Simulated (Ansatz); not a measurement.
**WC (P-6m2): elasticity against pressure**

```yaml
crystal:
  lattice:
    - [2.89881, 0.00000, 0.00000]
    - [-1.44941, 2.51045, 0.00000]
    - [0.00000, 0.00000, 2.82730]
  atoms:
    - { symbol: W, position: [0.00000, 0.00000, 0.00000] }
    - { symbol: C, position: [0.66667, 0.33333, 0.50000] }
```

This is the zero-pressure cell. At each pressure cell and atoms are relaxed in this structure, and the constants are slopes of the stress at strains of ±0.005 with relaxed ions (the coefficients that govern stability under load). Level: PBEsol, PAW on Ansatz 0.2.0's default frozen-core files (fitted under PBE), scalar-relativistic; k mesh 18×18×16, strains of ±0.005, Fermi-Dirac smearing of 0.080 eV, cutoff 420 eV. P is the pressure of the relaxed cell, less that of this one.

| P (GPa) | V/V₀ | C11 (GPa) | C12 (GPa) | C13 (GPa) | C33 (GPa) | C44 (GPa) |
| --- | --- | --- | --- | --- | --- | --- |
| 0.00 | 1.0000 | 732.2 | 245.7 | 186.5 | 986.4 | 321.1 |
| 1.01 | ? | ? | ? | ? | ? | ? |
| 2.00 | 0.9951 | 744.2 | 252.8 | 192.4 | 1000.8 | 326.0 |
| 3.99 | 0.9904 | 756.0 | 259.9 | 198.2 | 1014.9 | 330.7 |
| 6.97 | 0.9835 | 773.5 | 270.5 | 206.9 | 1035.8 | 337.8 |
| 10.02 | 0.9768 | 791.1 | 281.2 | 215.7 | 1056.8 | 344.8 |
| 15.02 | 0.9662 | 819.7 | 298.7 | 230.0 | 1090.9 | 356.2 |

Q: Does the bulk modulus from the constants agree with the pressure-volume curve?

A: A third-order Birch-Murnaghan fit to the volumes shown (F against f, f = [(V₀/V)^(2/3) − 1]/2) gives B₀ = 406.0 GPa and B′ = 4.2. Its −V dP/dV stands beside the Reuss value 1/ΣS_ij (i, j ≤ 3):

```csv
P (GPa),from P(V),from the constants
0.00,406.0,406.0
2.00,414.4,414.5
3.99,422.7,422.8
6.97,435.1,435.2
10.02,447.7,447.7
15.02,468.2,468.2
```

Q: What are the pressure derivatives at zero pressure?

A: Slopes at V₀ of quadratic fits in −ln(V/V₀) through the first four rows shown, divided by B₀: dC11/dP = 6.0, dC12/dP = 3.6, dC13/dP = 2.9, dC33/dP = 7.2, dC44/dP = 2.4. The mean slopes up to 4.0 GPa are 6.0, 3.6, 2.9, 7.1, 2.4; curvature and scatter of the constants part the two.

Q: Fill the row at 1.01 GPa.

A: Cubic fits in −ln(V/V₀) through all rows shown give C11 = 738.3, C12 = 249.3, C13 = 189.5, C33 = 993.7, C44 = 323.6 GPa. Computed: V/V₀ = 0.9975, C11 (GPa) = 738.3, C12 (GPa) = 249.3, C13 (GPa) = 189.5, C33 (GPa) = 993.7, C44 (GPa) = 323.6.

Q: Does a shear stiffness soften?

A: C44 goes from 321.1 to 356.2 GPa; (C11 − C12)/2 goes from 243.3 to 260.5 GPa. Neither ends more than 3 % under its start, and the lattice stays mechanically stable over this range.

Limits of these numbers: no other phase was computed; many crystals of this kind change structure within this range, and rows or crossings beyond such a change describe a metastable lattice; frozen-core PAW files fitted under PBE, their cores solved anew for the functional of the run; responses of metals move with mesh and smearing; no spin-orbit coupling on heavy atoms; elastic stability says nothing of phonons or of other phases; phonons weren't checked at these pressures.
